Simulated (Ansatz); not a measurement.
Total density of states per atom from PBE in the plane-wave PAW code Ansatz, in 0.25 eV bins, energy from the Fermi level:

```
E (eV) | states/eV/atom
    -7.85 | ### 0.24
    -7.60 | ### 0.31
    -7.35 | ###### 0.55
    -7.10 | ####### 0.68
    -6.85 | ####### 0.63
    -6.60 | ######### 0.83
    -6.35 | ############## 1.36
    -6.10 | ######################## 2.26
    -5.85 | ########################## 2.49
    -5.60 | ######################### 2.42
    -5.35 | ############################## 2.85
    -5.10 | ########################### 2.54
    -4.85 | ######################## 2.26
    -4.60 | ############### 1.38
    -4.35 | ##### 0.44
    -4.10 | #### 0.42
    -3.85 | #### 0.42
    -3.60 | #### 0.38
    -3.35 | ### 0.32
    -3.10 | ### 0.31
    -2.85 | #### 0.35
    -2.60 | #### 0.41
    -2.35 | #### 0.36
    -2.10 | #### 0.34
    -1.85 | ### 0.32
    -1.60 | ### 0.32
    -1.35 | ### 0.30
    -1.10 | ### 0.26
    -0.85 | ### 0.24
    -0.60 | ### 0.26
    -0.35 | ### 0.25
    -0.10 | #### 0.37
     0.15 | #### 0.39
     0.40 | #### 0.42
     0.65 | #### 0.40
     0.90 | #### 0.41
     1.15 | #### 0.43
     1.40 | #### 0.41
     1.65 | ##### 0.44
     1.90 | ##### 0.43
     2.15 | ##### 0.43
     2.40 | #### 0.41
     2.65 | ##### 0.46
     2.90 | ##### 0.47
     3.15 | ##### 0.48
     3.40 | ##### 0.52
     3.65 | ##### 0.44
     3.90 | #### 0.42
     4.15 | ##### 0.44
     4.40 | #### 0.40
     4.65 | #### 0.39
```

Q: Which compound is it?
A) Sc2Al, MoSi2 or CaC2 type
B) AlRu, CsCl type
C) TaTe, Cmcm (Te on 4c, Ta on 4c)
D) AlAg, Cmcm (Ag on 4c, Al on 4c)

A: D, AlAg, Cmcm (Ag on 4c, Al on 4c). Within 0.5 eV of the Fermi level: Al 3p 44 %, Al 3s 26 %, Ag 5s 13 %, Ag 4d 11 %, outside the projected shells 6 %. Projections are on Löwdin-orthogonalised atomic valence shells; empty p or d shells of many metals are not among them.

The start of the workflow was typed in or built on a structure type; neither database checked (COD, Materials Project) lists it. Its standing as an ambient phase is unchecked. The cell was relaxed with PBE under the symmetry of its start; whether a distortion lowers the energy is not shown. No spin polarisation was allowed. Spin–orbit coupling is left out wherever it is not named.

Potentials: the earlier of the program's two PAW sets.
